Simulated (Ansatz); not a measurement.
## CaO, first-principles data

CaO:
```
CELL_PARAMETERS angstrom
      3.98137     0.00000     0.00000
     -1.99068     3.44796     0.00000
      0.00000     0.00000     4.77083
ATOMIC_POSITIONS crystal
  Ca 0.33333 0.66667 0.75000
  O  0.66667 0.33333 0.75000
  Ca 0.66667 0.33333 0.25000
  O  0.33333 0.66667 0.25000
```

Space group P6_3/mmc (No. 194); conventional cell a = b = 3.981 Å, c = 4.771 Å, α = β = 90.00°, γ = 120.00°.

Method: plane-wave PAW r²SCAN (Ansatz code). Structure relaxed to zero pressure with the same functional. Other levels are named where they apply.

**Cell and energy**

```
Quantity                                                       Value
-----------------------------------------------------  -------------
Volume per atom                                             16.37 Å³
Density                                                   2.84 g/cm³
Formation energy from the elements (no fitted shifts)  -3.09 eV/atom
```

**Electronic structure**

```
Quantity                                                      Result
----------------------------  --------------------------------------
Band gap                                            3.63 eV (direct)
Valence-band maximum                                            at Γ
Conduction-band minimum                                         at Γ
Electron effective mass       0.40, 0.40, 0.57 mₑ (principal values)
Hole effective mass             0.38, 2.8, 2.8 mₑ (principal values)
HSE06 gap on the r²SCAN cell                                 4.58 eV
```

**Mechanics**

```
Item                                                                                            Result
--------------------------------------------  --------------------------------------------------------
Bulk modulus (Birch–Murnaghan fit)                                                            93.6 GPa
Pressure derivative B′                                                                             4.3
Elastic constants (relaxed ions, GPa)         C11 = 125, C12 = 96.7, C13 = 49.9, C33 = 207, C44 = 63.7
Mechanical stability                                            stable (all eigenvalues of C positive)
Hill bulk and shear moduli                                                           94.0 and 36.1 GPa
Young's modulus                                                                               96.0 GPa
Poisson's ratio                                                                                   0.33
Debye temperature from the elastic constants                                                     468 K
```

**Charges**

```
Property                    Result
-------------  -------------------
Bader charges  Ca +1.52, O -1.52 e
```

The start of the workflow was typed in or built on a structure type; the Crystallography Open Database copy checked does not list it. It is not the phase usual at ambient conditions (space group No. 225). The r²SCAN relaxation kept the symmetry of its start; its stability against distortions is not shown here. The references are the lowest solids computed at this level, not always the standard phases (solids in place of the gases).

Potentials: the earlier of the program's two PAW sets.
